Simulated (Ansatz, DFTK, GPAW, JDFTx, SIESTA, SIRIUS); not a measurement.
**One calculation of HPbNO4, 6 ways**

```xyz
7
Lattice="3.8540 0.1438 0.0901 -0.2532 5.5270 0.1647 -0.4820 -1.9272 5.7203" Properties=species:S:1:pos:R:3 pbc="T T T"
H    -0.0674    2.5598    3.2624
Pb    2.1275    2.6381    1.0267
N     2.8707    3.6266    5.7269
O    -0.3923   -0.9728    5.0431
O     2.6732   -0.1396    0.8002
O    -0.5776    2.4401    5.0981
O     0.0740    2.5537    2.2486
```

The cell comes from a database or a generator and needn't be the stable form of this composition.

Atoms were shifted at random by some hundredths of an Å from the given cell, which wasn't relaxed again for these runs.

Alike in all runs: task single point; functional PBE; k mesh 7 × 5 × 5; occupations fermi-dirac, width 0.05 eV; no spin polarisation; no spin-orbit coupling. Pressure is positive in compression and, in plane waves, holds the error of the finite cutoff.

| program and potentials | plane-wave cutoff (eV) | notes | pressure (GPa) | largest force (eV/Å) | energy over the undisturbed cell (meV/atom) |
| --- | --- | --- | --- | --- | --- |
| DFTK, PseudoDojo SR PBE 0.4.1 standard (PBE) | 1143 | - | 0.59 | 3.580 | - |
| SIESTA, files PseudoDojo sr-pbe-0.4.1-standard, DZP (energy shift 0.003 Ry; two zetas on semicore shells) | - | atomic basis | 3.04 | 4.336 | 41.74 |
| SIRIUS, PseudoDojo 0.4.1 PBE standard (scalar relativistic) | 1152 | - | 0.59 | 3.580 | - |
| GPAW, GPAW PAW data sets (gpaw-data 1.2.1) | 800 | - | 0.30 | 3.668 | 36.74 |
| JDFTx, PseudoDojo-SR-PBE-0.5-standard (H, N, O) + PseudoDojo-SR-PBE-0.4.1-standard (Pb) with smoothed tails | 1143 | - | 0.59 | 3.580 | - |
| Ansatz, all-electron LAPW, scalar-relativistic | - | - | 0.49 | 3.629 | - |

Force on atom 3 (N), eV/Å:

| program and potentials | x | y | z |
| --- | --- | --- | --- |
| DFTK, PseudoDojo SR PBE 0.4.1 standard (PBE) | -2.529 | -2.278 | 1.108 |
| SIESTA, files PseudoDojo sr-pbe-0.4.1-standard, DZP (energy shift 0.003 Ry; two zetas on semicore shells) | -2.969 | -2.562 | 1.825 |
| SIRIUS, PseudoDojo 0.4.1 PBE standard (scalar relativistic) | -2.529 | -2.278 | 1.108 |
| GPAW, GPAW PAW data sets (gpaw-data 1.2.1) | -2.591 | -2.324 | 1.157 |
| JDFTx, PseudoDojo-SR-PBE-0.5-standard (H, N, O) + PseudoDojo-SR-PBE-0.4.1-standard (Pb) with smoothed tails | -2.529 | -2.278 | 1.108 |
| Ansatz, all-electron LAPW, scalar-relativistic | -2.567 | -2.307 | 1.125 |

The pressure spans 0.30 (GPAW, GPAW PAW data sets (gpaw-data 1.2.1)) to 3.04 GPa (SIESTA, files PseudoDojo sr-pbe-0.4.1-standard, DZP (energy shift 0.003 Ry; two zetas on semicore shells)), with all-electron results at 0.49. The pressure on the cell as given of SIESTA, files PseudoDojo sr-pbe-0.4.1-standard, DZP (energy shift 0.003 Ry; two zetas on semicore shells) lies far from the others; the cause wasn't traced. Rows in atomic bases carry the error of their basis and grid, which can be large.

Differences between rows come from potentials, basis sets and numerical settings, since the functional is the same but for its coding. Runs on potential files found faulty are left out.
